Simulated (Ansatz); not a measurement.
An Ansatz (a first-principles code) run. Input:

Ansatz 0.2 input:
```yaml
crystal:
  lattice:
    - [5.7240157291, 0.0, 0.0]
    - [-2.8620078645, 4.957143033, 0.0]
    - [0.0, 0.0, 7.6458424269]
  atoms:
    - { symbol: Cs, position: [0.0, 0.0, 0.0] }
    - { symbol: Cs, position: [0.0, 0.0, 0.5] }
    - { symbol: S, position: [0.3333333333, 0.6666666667, 0.25] }
    - { symbol: S, position: [0.6666666667, 0.3333333333, 0.75] }
    - { symbol: Cs, position: [0.6666666667, 0.3333333333, 0.25] }
    - { symbol: Cs, position: [0.3333333333, 0.6666666667, 0.75] }
kpoints:
  mp_grid: { grid: [5, 5, 3] }
basis: { xc_grid: 2 }
hamiltonian:
  xc: pbesol
  pseudopotentials: { kind: paw }
scf:
  occupations: { method: fixed }
output:
  optics: { e_range: [0.0, 15.0], de: 0.05, sigma: 0.1, bands: { spectra_wanted_up_to: 12 eV } }
```

Output (shortened):

```
output.optics: the spectra are integrated over the Brillouin zone by k·p interpolation around the k-points, where levels, occupations, output.optics.sigma and …
Pseudopotential: Cs, paw, valence charge 9
Pseudopotential: S, paw, valence charge 6
Functional definition: PBEsol
Crystal: 6 atoms, lattice volume = 216.949 Å³
Basis set: ecut = 420 eV, 4237 PW (Γ), exchange–correlation on 80×80×108 points (8 copies of the dense FFT grid, shifted against one another)
Bands: 30, of which v1, the nominal top of the filled ones, is band 24 counted from 1 (23 counted from 0)
Symmetry: 24 space group operations
Space group: P63/mmc (ITA 194), of the structure as read, at distance tolerance 6.0e-5 Å
k-points: 10 of 75
SCF iter   1: F=—  HF=-24119.006073 eV  |F-HF|=—  |Δ(HF+E_count)|=         —  Δρ=3.65e-3  dr2=7.38e-2  ethr=1.77e-3  ⟨swp⟩=6.7  Hψ=1350  notcnv=0  defer=31
preconditioner: auto → Resta (q_TF=auto, 2.122 Å⁻¹)
SCF iter   2: F=—  HF=-24118.989032 eV  |F-HF|=—  |Δ(HF+E_count)|=   1.70e-2  Δρ=9.91e-4  dr2=3.14e-3  ethr=1.54e-4  ⟨swp⟩=2.3  Hψ=464  notcnv=0  defer=38
SCF iter   3: F=—  HF=-24118.988795 eV  |F-HF|=—  |Δ(HF+E_count)|=   2.36e-4  Δρ=5.15e-4  dr2=7.30e-4  ethr=6.54e-6  ⟨swp⟩=2.4  Hψ=537  notcnv=0  defer=39
SCF iter   4: F=—  HF=-24118.988811 eV  |F-HF|=—  |Δ(HF+E_count)|=   1.60e-5  Δρ=6.28e-5  dr2=7.01e-6  ethr=1.52e-6  ⟨swp⟩=2.8  Hψ=506  notcnv=0  defer=39
SCF iter   5: F=—  HF=-24118.988790 eV  |F-HF|=—  |Δ(HF+E_count)|=   2.10e-5  Δρ=1.57e-5  dr2=5.66e-7  ethr=1.46e-8  ⟨swp⟩=2.1  Hψ=503  notcnv=0  defer=33
SCF iter   6: F=—  HF=-24118.988868 eV  |F-HF|=—  |Δ(HF+E_count)|=   7.81e-5  Δρ=2.37e-6  dr2=9.62e-9  ethr=1.18e-9  ⟨swp⟩=2.0  Hψ=488  notcnv=0  defer=25
SCF iter   7: F=—  HF=-24118.988868 eV  |F-HF|=—  |Δ(HF+E_count)|=   9.71e-9  Δρ=5.36e-7  dr2=4.45e-10  ethr=2.00e-11  ⟨swp⟩=2.1  Hψ=500  notcnv=0  defer=25
SCF iter   8: F=-24118.988868 eV  HF=-24118.988868 eV  |F-HF|=1.09e-11  |Δ(HF+E_count)|=  4.84e-10  Δρ=5.67e-8  dr2=9.84e-12  ethr=1.00e-12  ⟨swp⟩=11.5  Hψ=1609  notcnv=0
SCF 1 converged in 8 iterations: F = -24118.988868 eV  dr2 = 9.84e-12
NSCF: frozen V_eff on 10 k-points
Optics k sum: 0 of 10 k-points
Optics k sum: 1 of 10 k-points
Optics k sum: 2 of 10 k-points
Optics k sum: 3 of 10 k-points
Optics k sum: 4 of 10 k-points
Optics k sum: 5 of 10 k-points
Optics k sum: 6 of 10 k-points
Optics k sum: 7 of 10 k-points
Optics k sum: 8 of 10 k-points
Optics k sum: 9 of 10 k-points
Optics k sum: 10 of 10 k-points
Optics k sum: 0 of 10 k-points
Optics k sum: 1 of 10 k-points
Optics k sum: 2 of 10 k-points
Optics k sum: 3 of 10 k-points
Optics k sum: 4 of 10 k-points
Optics k sum: 5 of 10 k-points
Optics k sum: 6 of 10 k-points
Optics k sum: 7 of 10 k-points
Optics k sum: 8 of 10 k-points
Optics k sum: 9 of 10 k-points
Optics k sum: 10 of 10 k-points
NSCF: frozen V_eff on 1 k-points
NSCF: frozen V_eff on 1 k-points
NSCF: frozen V_eff on 1 k-points
NSCF: frozen V_eff on 1 k-points
NSCF: frozen V_eff on 1 k-points
output.optics: what the bands over the 79 summed would add to eps1, eps2 and the energy-loss function is held between a lower and an upper bound (10 Lanczos …
SCF converged after 8 iterations
Free energy (F): -24118.988868 eV
Harris-Foulkes:  -24118.988868 eV  (|F-HF|=1.09e-11)
Internal energy: -24118.988868 eV  (E = F + TS)
E sigma→0 (E₀):  -24118.988868 eV
Fermi energy:    5.856114 eV
--- Per-component energies (eV) ---
  E_band       = -135.371461
  E_kinetic    = 786.379627
  E_local      = -974.600861  (includes V_loc(G=0)·N_el)
  E_nonlocal   = 181.786703
  E_hartree    = 326.420826
  E_xc         = -887.162062
  E_vxc        = -685.028550  (∫ρ·V_xc dr)
  E_paw        = -21102.301357  (= ΣΔE_a)
  E_vpaw       = -96.750013  (= ΣTr[D̂ρ^β])
  E_aug_tail   = -0.000002  (compensation charges beyond the density's cutoff)
  E_ewald      = -2450.212282
  E_core_change = 0.700539  (= ΣΔE_core)
  E_smearing   =  0.000000  (= −TS)
  E_closure    = 0.000000  (closes the sum)
  Σ components = -24118.988868   (vs F -24118.988868, Δ=0.00e0)
  [band-id]    e_kinetic+e_local+e_nonlocal+2·e_hartree+e_vxc+e_vpaw+e_augmentation_tail = -135.371443   (vs E_band -135.371461, Δ=1.80e-5)
--- Band table (eV; the first three rows and the last of 10) ---
  k-point 0: bands = ["-16.1430", "-15.9367", "-15.1555", "-15.1167", "-4.2806", "-3.9879", "-3.3181", "-3.1938", "-3.1938", "-2.6979", "-2.6979", "-2.4608", "-2.2523", "-2.2296", "-2.2296", "-1.7792", "-1.7792", "-1.7343", "4.9123", "4.9123", "5.4456", …
  k-point 1: bands = ["-16.0950", "-15.9922", "-15.1427", "-15.1238", "-4.1678", "-4.0399", "-3.2143", "-3.1015", "-3.1015", "-2.8718", "-2.8718", "-2.7537", "-2.0706", "-2.0706", "-2.0570", "-1.8635", "-1.8635", "-1.8161", "5.0572", "5.0572", "5.2588", …
  k-point 2: bands = ["-16.1279", "-15.9354", "-15.1551", "-15.1319", "-4.3684", "-4.1285", "-3.4432", "-3.2801", "-3.0975", "-2.9349", "-2.7060", "-2.4193", "-2.1906", "-1.9872", "-1.9720", "-1.7937", "-1.7310", "-1.6735", "5.0855", "5.1000", "5.2888", …
  k-point 9: bands = ["-16.0550", "-15.9744", "-15.1620", "-15.1573", "-4.5171", "-4.4688", "-3.5939", "-3.0797", "-2.9625", "-2.8852", "-2.7765", "-2.7527", "-2.0431", "-1.9470", "-1.8202", "-1.8059", "-1.4835", "-1.4280", "5.1885", "5.2190", "5.2487", …
```

Cost: roughly 4 core-minutes on shared cores.

Space group P6_3/mmc. The workflow started from an entry of the Crystallography Open Database (COD), which files this formula under 2 space groups. Its standing as an ambient phase is unchecked. The cell was relaxed with PBEsol under the symmetry of its start; its stability against distortions is not shown here. The volume moved by -31 % from the start of the relaxation. The volume fell by over 15 % from the filed cell, which may lack light atoms or belong to other conditions. Scalar-relativistic: spin–orbit coupling is off unless named, which matters more the heavier the elements.

Potentials: the later of the program's two PAW sets.

Ansatz is a plane-wave DFT program.
